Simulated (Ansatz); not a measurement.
From the elastic tensor of NbB$_{2}$ at 10 GPa (stress–strain coefficients) to moduli and sound speeds

Method: Ansatz, DFT LDA, scalar-relativistic, plane waves, PAW. Plane waves to 420 eV; Γ-centred k mesh 18×18×14; Fermi-Dirac smearing of 0.15 eV. No spin polarisation.

Symmetry: P6/mmm, No. 191, hexagonal system. The conventional cell has a = 3.046 Å, b = 3.046 Å, c = 3.240 Å, α = 90.00°, β = 90.00°, γ = 120.00°. Around Nb (site symmetry 6/mmm) lie 12 B at 2.39 Å. Around B (site symmetry -6m2) lie 3 B at 1.76 Å.

In a metal, frequencies and elastic constants depend on the k mesh and the smearing, soft modes and shear constants most. Other phases may be more stable at this pressure.

Relaxed-ion constants (GPa, on the Cartesian axes of the calculation):
```
702.4 144.8 236.9   0.0   0.0   0.0
144.8 702.4 236.9   0.0   0.0   0.0
236.9 236.9 532.2   0.0   0.0   0.0
  0.0   0.0   0.0 274.4   0.0   0.0
  0.0   0.0   0.0   0.0 274.4   0.0
  0.0   0.0   0.0   0.0   0.0 278.8
```

Density 7.304 g/cm³; 3 atoms in 26.04 Å³.

The values that follow are for a polycrystal of randomly turned grains, by Hill's mean where one number stands.

| Property | Result |
| --- | --- |
| Bulk modulus, Voigt / Reuss / Hill | 352.7 / 351.3 / 352.0 GPa |
| Shear modulus, Voigt / Reuss / Hill | 253.4 / 241.4 / 247.4 GPa |
| Young's modulus | 601 GPa |
| Poisson ratio | 0.215 |
| Pugh ratio B/G | 1.42 |
| Universal anisotropy index | 0.25 |
| Longitudinal and transverse sound speeds | 9662 and 5820 m/s |
| Debye temperature from the mean sound speed | 932 K |